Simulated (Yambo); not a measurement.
Absorption of a free-standing SnO monolayer (symmetry P4/nmm, slab cell 15.3 Å high) with and without the electron-hole interaction (Yambo, PBE bands; 18×18×1 mesh, 5 valence and 8 conduction bands, static screening with 62 bands and a 3 Ry block, scissor 1.96 eV, Tamm-Dancoff, stochastic integration of W near q = 0; field along x).

```tsv
E (eV)	Im α, BSE (Å)	Im α, independent quasiparticles (Å)
2.75	0.15	0.03
2.85	0.17	0.03
2.95	0.20	0.03
3.05	0.23	0.03
3.15	0.28	0.04
3.25	0.35	0.04
3.35	0.44	0.04
3.45	0.59	0.04
3.55	0.81	0.05
3.65	1.20	0.05
3.75	1.98	0.06
3.85	3.80	0.06
3.95	9.15	0.07
4.05	20.1	0.07
4.15	11.7	0.08
4.25	5.37	0.09
4.35	3.00	0.10
4.45	2.15	0.11
4.55	2.24	0.13
4.65	3.00	0.15
4.75	2.81	0.17
4.85	2.06	0.21
4.95	1.54	0.25
5.05	1.46	0.32
5.15	1.42	0.41
5.25	1.28	0.56
5.35	1.33	0.82
5.45	1.72	1.37
5.55	2.68	2.72
5.65	4.25	5.40
5.75	2.87	8.34
5.85	1.99	8.47
5.95	2.32	7.13
6.05	3.04	5.25
6.15	3.31	4.27
6.25	2.30	4.32
6.35	2.16	3.64
6.45	1.81	2.65
6.55	1.74	2.21
6.65	1.75	2.01
6.75	1.99	1.86
6.85	2.54	1.64
6.95	2.97	1.59
7.05	3.23	1.95
7.15	2.59	2.24
7.25	1.79	2.35
7.35	1.39	2.44
7.45	1.14	2.46
7.55	0.97	2.49
7.65	0.98	2.36
7.75	0.95	2.31
7.85	0.97	2.55
7.95	1.01	2.22
8.05	1.00	2.10
8.15	0.94	1.95
8.25	0.87	1.71
8.35	0.83	1.91
8.45	0.92	1.86
8.55	0.93	2.02
8.65	0.81	2.43
8.75	0.88	2.99
8.85	1.03	2.94
8.95	1.01	2.34
```

The scissor comes from a G0W0 run whose convergence isn't established. Broadening 0.1 eV. The band window holds all transitions up to 9.0 eV. Fine structure above the onset can come from the mesh.

Spin-orbit splittings are left out.

Bands and orbitals come from the standard potentials; the scissor and the G0W0 gaps come from a run at the same geometry on the stringent ones, which hold whole semicore shells in the valence.

Geometry relaxed with PBEsol; primitive cell a = b = 3.7850 Å, c = 15.3000 Å, α = β = γ = 90.00°.

This is a model layer cut from the bulk structure; whether it is stable on its own was not checked.
